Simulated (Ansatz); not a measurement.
Ca3GeO (anti-perovskite)

```
CELL_PARAMETERS angstrom
      4.67028     0.00000     0.00000
      0.00000     4.67028     0.00000
      0.00000     0.00000     4.67028
ATOMIC_POSITIONS crystal
  Ca 0.50000 0.50000 0.00000
  Ca 0.00000 0.50000 0.50000
  Ca 0.50000 0.00000 0.50000
  Ge 0.00000 0.00000 0.00000
  O  0.50000 0.50000 0.50000
```

This relaxed cell (volume V₀) is scaled evenly in all directions, its shape held. Symmetry pins the atoms to their sites.

All values below come from PBEsol (plane waves to 420 eV, PAW, scalar-relativistic; Ansatz, a program for electronic structure). k mesh 10×10×10 (Γ-centred), Fermi-Dirac smearing 0.05 eV. Energies are smeared free energies. Compression counts positive. At this level the bands of Ca3GeO touch or barely overlap. Ca3GeO was relaxed with its symmetry unable to fall. ΔE is measured from the relaxed starting cell.

Q: Estimate the ΔE (meV/atom) and P (GPa) for V/V₀ = 0.940, 0.960, 0.980, 1.020, 1.040, 1.060, 1.080, 1.100.

A: 
```tsv
V/V₀	ΔE (meV/atom)	P (GPa)
0.940	16	4.5
0.960	7	2.8
0.980	2	1.3
1.020	2	-1.2
1.040	6	-2.3
1.060	13	-3.3
1.080	22	-4.1
1.100	34	-4.9
```

(A scan under strain: stresses follow from slopes of the energy per volume, elastic moduli from its curvatures.)
